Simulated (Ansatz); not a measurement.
Input and command of a calculation in Ansatz (plane waves; scalar-relativistic PAW potentials unless the input names others):

```yaml
crystal:
  lattice:
    - [4.1869, 0.0, 0.0]
    - [0.0, 4.1869, 0.0]
    - [0.0, 0.0, 4.1869]
  atoms:
    - { symbol: K, position: [0.5, 0.5, 0.5] }
    - { symbol: Mn, position: [0.0, 0.0, 0.0], spin: 4.65 }
    - { symbol: F, position: [0.5, 0.0, 0.0] }
    - { symbol: F, position: [0.0, 0.5, 0.0] }
    - { symbol: F, position: [0.0, 0.0, 0.5] }
basis:
  ecutwfc: 500
  ecutrho_ratio: 8
kpoints:
  mp_grid: { grid: [8, 8, 8] }
hamiltonian:
  xc: r2scan
scf:
  occupations: { method: cold, width: 0.1 }
output:
  forces: true
  eigenvalues: true
  stress: true
magnetization:
  spin_polarized: true
```

```bash
ansatz run input.yaml --threads 1 --pin off --max-ram 2560MiB --backend cpu --events-out ev --progress --plain --runs-dir out
```

Abridged log:
```
Pseudopotentials: kind: paw
Pseudopotential: K, paw, valence charge 9, recommended cutoff 500 eV (meta_gga)
Pseudopotential: Mn, paw, valence charge 15, recommended cutoff 500 eV (meta_gga)
Pseudopotential: F, paw, valence charge 7, recommended cutoff 500 eV (meta_gga)
Functional definition: r2SCAN
Crystal: 5 atoms, lattice volume = 73.397 Å³
Basis set: ecut = 500 eV, 1863 PW (Γ), exchange–correlation on 180×180×180 points (64 copies of the dense FFT grid, shifted against one another)
Bands: 30, of which v1, the nominal top of the filled ones, is band 23 counted from 1 (22 counted from 0)
Symmetry: 48 space group operations
Space group: Pm-3m (ITA 221), of the structure as read, at distance tolerance 4.2e-5 Å
Magnetic group: BNS 221.92 (UNI 1594), of the structure as read, at distance tolerance 4.2e-5 Å
k-points: 35 of 512
Initial density: superposition of atomic densities (chi_scale 0.1, normalization cell, long waves kept (reshape's long-wave potential 0.00 eV rms))
Starting moments: Σ|m| = 4.65 μB on 1 of 5 sites
Initial wavefunctions: pseudopotential atomic-orbital guess
Functional: x = r2scan, c = r2scan; τ floored in thin density (d = 2e-4 eV/Å³)
SCF iter   1: F=—  HF=-7889.473618 eV  |F-HF|=—  |Δ(HF+E_count)|=         —  Δρ=1.27e-1 (↑1.27e-1 ↓1.16e-1) dr2=3.50e1  dr2_τ=1.12e-1  dr2_m=5.31e-1  M=4.988 μB ∫|m|=4.988 μB  β_m=1.00  ethr=3.10e-3  ⟨swp⟩=6.4  Hψ=9171  notcnv=0
Mixer restart at iter 1: flushing history
spin=Collinear: Resta preconditioning applied to the charge; magnetization (m = ρ↑ − ρ↓) channel mixes plain (no charge-response kernel on spin).
SCF iter   2: F=—  HF=-7883.088402 eV  |F-HF|=—  |Δ(HF+E_count)|=    6.39e0  Δρ=4.64e-2 (↑4.64e-2 ↓3.17e-2) dr2=4.88e0  dr2_τ=1.04e-1  dr2_m=6.15e-2  M=5.000 μB ∫|m|=5.004 μB  β_m=1.00  ethr=3.10e-3  ⟨swp⟩=3.5  Hψ=4973  notcnv=0  defer=193  κ⁻¹=1.0e0(r=1)
SCF iter   3: F=—  HF=-7882.031797 eV  |F-HF|=—  |Δ(HF+E_count)|=    1.06e0  Δρ=2.01e-2 (↑1.44e-2 ↓2.01e-2) dr2=9.18e-1  dr2_τ=6.84e-3  dr2_m=3.55e-2  M=5.000 μB ∫|m|=5.016 μB  β_m=1.00  ethr=3.10e-3  ⟨swp⟩=3.2  Hψ=4623  notcnv=0  defer=193  κ⁻¹=2.6e-2(r=2)
SCF iter   4: F=—  HF=-7881.992731 eV  |F-HF|=—  |Δ(HF+E_count)|=   3.91e-2  Δρ=1.01e-2 (↑9.32e-3 ↓1.01e-2) dr2=2.51e-1  dr2_τ=2.76e-3  dr2_m=1.03e-3  M=5.000 μB ∫|m|=5.016 μB  β_m=1.00  ethr=2.04e-3  ⟨swp⟩=2.8  Hψ=4433  notcnv=0  defer=193  κ⁻¹=9.6e-3(r=3)
SCF iter   5: F=—  HF=-7881.966012 eV  |F-HF|=—  |Δ(HF+E_count)|=         —  Δρ=6.60e-3 (↑4.50e-3 ↓6.60e-3) dr2=5.37e-2  dr2_τ=1.48e-3  dr2_m=2.48e-3  M=5.000 μB ∫|m|=5.015 μB  β_m=1.00  ethr=5.57e-4  ⟨swp⟩=2.9  Hψ=4067  notcnv=0  defer=193
Mixer restart at iter 5: flushing history
SCF iter   6: F=—  HF=-7881.977839 eV  |F-HF|=—  |Δ(HF+E_count)|=   1.18e-2  Δρ=4.04e-3 (↑3.66e-3 ↓4.04e-3) dr2=3.15e-2  dr2_τ=6.96e-4  dr2_m=6.28e-5  M=5.000 μB ∫|m|=5.014 μB  β_m=1.00  ethr=1.19e-4  ⟨swp⟩=1.6  Hψ=2459  notcnv=0  defer=189  κ⁻¹=1.0e0(r=1)
SCF iter   7: F=—  HF=-7881.988939 eV  |F-HF|=—  |Δ(HF+E_count)|=   1.11e-2  Δρ=1.42e-3 (↑1.42e-3 ↓1.28e-3) dr2=5.32e-3  dr2_τ=8.02e-5  dr2_m=4.16e-5  M=5.000 μB ∫|m|=5.013 μB  β_m=1.00  ethr=6.99e-5  ⟨swp⟩=2.1  Hψ=4052  notcnv=0  defer=190  κ⁻¹=6.9e-2(r=2)
SCF iter   8: F=—  HF=-7881.990465 eV  |F-HF|=—  |Δ(HF+E_count)|=   1.53e-3  Δρ=5.74e-4 (↑4.92e-4 ↓5.74e-4) dr2=4.34e-4  dr2_τ=1.95e-5  dr2_m=9.43e-6  M=5.000 μB ∫|m|=5.012 μB  β_m=1.00  ethr=1.18e-5  ⟨swp⟩=2.0  Hψ=3603  notcnv=0  defer=190  κ⁻¹=1.0e-2(r=3)
SCF iter   9: F=—  HF=-7881.990696 eV  |F-HF|=—  |Δ(HF+E_count)|=   2.30e-4  Δρ=3.30e-4 (↑3.30e-4 ↓3.24e-4) dr2=1.57e-4  dr2_τ=5.91e-6  dr2_m=3.46e-7  M=5.000 μB ∫|m|=5.011 μB  β_m=1.00  ethr=9.65e-7  ⟨swp⟩=2.2  Hψ=3547  notcnv=0  defer=190  κ⁻¹=1.0e-3(r=4)
SCF iter  10: F=—  HF=-7881.991009 eV  |F-HF|=—  |Δ(HF+E_count)|=         —  Δρ=7.87e-5 (↑7.87e-5 ↓4.98e-5) dr2=6.01e-6  dr2_τ=2.32e-7  dr2_m=5.21e-7  M=5.000 μB ∫|m|=5.011 μB  β_m=1.20  ethr=3.48e-7  ⟨swp⟩=2.0  Hψ=3861  notcnv=0  defer=190
Mixer restart at iter 10: flushing history
iteration 10: the input's own smearing fills from here on; a Gaussian of 0.1 eV has filled iterations ahead of it
SCF iter  11: F=—  HF=-7881.991005 eV  |F-HF|=—  |Δ(HF+E_count)|=   3.36e-6  S|Δr|=    0.00e0  Δρ=5.97e-5 (↑5.97e-5 ↓5.39e-5) dr2=5.77e-6  dr2_τ=1.43e-7  dr2_m=2.07e-8  M=5.000 μB ∫|m|=5.011 μB  β_m=1.20  ethr=1.33e-8  ⟨swp⟩=2.0  Hψ=2900  notcnv=0  defer=190  κ⁻¹=1.0e0(r=1)
SCF iter  12: F=—  HF=-7881.991004 eV  |F-HF|=—  |Δ(HF+E_count)|=   1.27e-6  S|Δr|=    0.00e0  Δρ=4.71e-5 (↑4.71e-5 ↓4.58e-5) dr2=3.93e-6  dr2_τ=9.89e-8  dr2_m=1.10e-9  M=5.000 μB ∫|m|=5.011 μB  β_m=1.20  ethr=1.28e-8  ⟨swp⟩=1.0  Hψ=1914  notcnv=0  defer=190  κ⁻¹=2.4e-1(r=2)
SCF iter  13: F=—  HF=-7881.991004 eV  |F-HF|=—  |Δ(HF+E_count)|=   4.38e-7  S|Δr|=    0.00e0  Δρ=1.04e-5 (↑1.04e-5 ↓7.69e-6) dr2=9.16e-8  dr2_τ=3.95e-9  dr2_m=1.59e-8  M=5.000 μB ∫|m|=5.011 μB  β_m=1.20  ethr=2.22e-10  ⟨swp⟩=9.3  Hψ=11535  notcnv=0  κ⁻¹=3.3e-3(r=3)
SCF iter  14: F=—  HF=-7881.991004 eV  |F-HF|=—  |Δ(HF+E_count)|=   9.58e-8  S|Δr|=    0.00e0  Δρ=6.09e-6 (↑6.09e-6 ↓5.15e-6) dr2=5.22e-8  dr2_τ=1.23e-9  dr2_m=6.62e-10  M=5.000 μB ∫|m|=5.011 μB  β_m=1.20  ethr=2.04e-10  ⟨swp⟩=4.3  Hψ=6934  notcnv=0  κ⁻¹=2.5e-3(r=4)
SCF iter  15: F=—  HF=-7881.991004 eV  |F-HF|=—  |Δ(HF+E_count)|=   7.03e-8  S|Δr|=    0.00e0  Δρ=4.30e-6 (↑4.30e-6 ↓2.71e-6) dr2=2.19e-8  dr2_τ=3.39e-10  dr2_m=8.59e-10  M=5.000 μB ∫|m|=5.011 μB  β_m=1.20  ethr=1.16e-10  ⟨swp⟩=3.0  Hψ=5554  notcnv=0  κ⁻¹=4.0e-4(r=5)
SCF iter  16: F=-7881.991004 eV  HF=-7881.991004 eV  |F-HF|=7.38e-9  |Δ(HF+E_count)|=   6.08e-9  S|Δr|=    0.00e0  Δρ=1.42e-6 (↑1.42e-6 ↓1.10e-6) dr2=4.40e-9  dr2_τ=5.77e-11  dr2_m=4.90e-11  M=5.000 μB ∫|m|=5.011 μB  ethr=4.88e-11  ⟨swp⟩=3.1  Hψ=5340  notcnv=0
SCF 1 converged in 16 iterations: F = -7881.991004 eV  dr2 = 4.40e-9
this state was not tested for a lower state beside it, because cold or Methfessel-Paxton smearing, or corrected tetrahedra, fill the levels in a way that the test cannot read (fill_not_monotonic; see scf.lower_state_search)
SCF converged after 16 iterations
Magnetization: 5.0000 μB (25.0000 up, 20.0000 down)
Absolute magnetization: 5.0114 μB (∫|ρ↑−ρ↓|, with the PAW one-centre terms)
Spin contamination: 0.0037 ħ² per cell (⟨S²⟩ above its minimum at these occupations)
Per-site moments (μB) at R_I (Å): [(-0.00046551, 1.22124147), (4.22681042, 0.86354812), (0.07046100, 0.86354812), (0.07046100, 0.86354812), (0.07046100, 0.86354812)]
Free energy (F): -7881.991004 eV
Harris-Foulkes:  -7881.991004 eV  (|F-HF|=7.38e-9)
Internal energy: -7881.991004 eV  (E = F + TS)
E sigma→0 (E₀):  -7881.991004 eV
Fermi energy:    8.028907 eV
Step filling:    the computed levels leave a gap of 2.0200 eV = 20.2 smearing widths at the electron count; against every level under it full and every level over it empty, smearing changes F+E_penalty+E_count by -2.53e-48 meV and its σ→0 estimate by -8.70e-46 meV
--- Forces (eV/Å), atoms counted from 1 ---
  atom   1  K      0.00000000     0.00000000     0.00000000
  atom   2  Mn     0.00000000     0.00000000     0.00000000
  atom   3  F      0.00000000     0.00000000     0.00000000
  atom   4  F      0.00000000     0.00000000     0.00000000
  atom   5  F      0.00000000     0.00000000     0.00000000
--- Stress (GPa, compression-positive) ---
       -0.018729       0.000000       0.000000
        0.000000      -0.018729       0.000000
        0.000000       0.000000      -0.018729
  P = ⅓ Tr σ = -0.0187 GPa (-0.187 kbar)
```

Apart from outputs, empty bands and the relaxation, which only the reference makes, the input differs from a reference run on usual settings in scf.occupations.method: "gaussian" → "cold"; scf.occupations.width: 0.02 → 0.1; basis.ecutrho_ratio: not typed → 8. The reference, at the same geometry, ended its own course with pressure -0.02 GPa, largest force 0.000 eV/Å, gap on the mesh 2.02 eV. This run converged in 16 SCF iterations with an energy at zero smearing within 0.01 meV/atom of the reference's, pressure -0.02 GPa, largest force 0.000 eV/Å, gap on the mesh 2.02 eV.

Moments start parallel, and another magnetic order may lie lower. No Hubbard U is used, which oxides and halides of open 3d shells often need for their gap.

The run took 84 s on 1 thread of Intel(R) Xeon(R) Processor @ 2.50GHz (Skylake/Cascade Lake), on a shared host, peak memory 0.95 GiB.